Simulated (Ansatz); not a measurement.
## PdI$_{3}$: reading a single point

```yaml
crystal:
  lattice:
    - [7.08850, 0.00000, 0.00000]
    - [-3.54425, 6.13882, 0.00000]
    - [0.00000, 0.00000, 7.46701]
  atoms:
    - { symbol: Pd, position: [0.33330, 0.66670, 0.25000] }
    - { symbol: Pd, position: [0.66660, 0.33330, 0.75000] }
    - { symbol: I, position: [0.03930, 0.35700, 0.25000] }
    - { symbol: I, position: [0.68230, 0.03930, 0.75000] }
    - { symbol: I, position: [0.64300, 0.68230, 0.25000] }
    - { symbol: I, position: [0.96070, 0.64300, 0.75000] }
    - { symbol: I, position: [0.31770, 0.96070, 0.25000] }
    - { symbol: I, position: [0.35700, 0.31770, 0.75000] }
```

Single point in Ansatz 0.2.0 with PBEsol, no spin polarisation. Cutoff 420 eV, PAW datasets, 6×6×5 Γ-centred k mesh, fermi-dirac filling (width 0.1 eV).

Problem. Describe some of the short contacts.

Solution. Pd–I at 2.14 Å: least valence density 1.12 e/Å³ and ELF 0.45 there. These are pseudo-fields; inside the PAW spheres they differ from the all-electron ones.

Problem. Is the cell too large or too small?

Solution. The pressure is 18.7 GPa (compression positive), so with the atoms held at these fractions the cell would first expand; the forces are large, so a full relaxation may end otherwise. The principal stresses -0.2, 28.2, 28.2 GPa differ, so its shape would change too.

Problem. Metal or insulator?

Solution. It is a metal, with about 6.9 states/eV a cell as the mean within 0.25 eV of the Fermi level, mostly I p (74 %) and Pd d (21 %).

Problem. Which element gives electrons and which takes them?

Solution. Bader charges in e: Pd -0.26, I +0.09. In the mean I gives up most and Pd takes most, against the order of Pauling's electronegativities.

Problem. Where is the largest force?

Solution. The largest is on I5 (and as large on other atoms): 9.30 eV/Å, components (9.29, 0.50, 0.00). It makes 180° with the line to a nearest neighbour, Pd1 at 2.14 Å, pointing away from it.

Problem. Is it stable against the elements?

Solution. 1.23 eV an atom against the elements' usual phases (free molecules for gases, crystals otherwise, with no correction for O₂ or N₂), so at this geometry it isn't bound against them. Relaxing would lower it.

Origin: a known structure type with other elements, at an estimated volume, so it need not be a known compound. Caveats: atoms or cell far from equilibrium.
